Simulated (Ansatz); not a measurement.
## Ni (dhcp): energy against volume

Theory: DFT, LDA (PW92), plane waves (420 eV) with PAW, scalar-relativistic in Ansatz 0.2.0. (PAW data from PBE, frozen cores regenerated.)

The cell is scaled uniformly from the relaxed one, with fractional coordinates and shape fixed. Energies are extrapolated to zero smearing, pressures are those at the given smearing. Magnetic state: ferromagnetic.

A Birch-Murnaghan fit gives V₀ = 10.04 Å³/atom, B₀ = 253 GPa, B₀′ = 4.8.

Question: What are the energy above the minimum and the pressure at 9.236 Å³/atom?

Answer: 60.2 meV/atom and 26.08 GPa as computed.

Question: What are the energy above the minimum and the pressure at 9.637 Å³/atom?

Answer: 14.0 meV/atom and 11.64 GPa as computed.

Question: What are the energy above the minimum and the pressure at 11.243 Å³/atom?

Answer: 91.1 meV/atom and -21.65 GPa as computed.
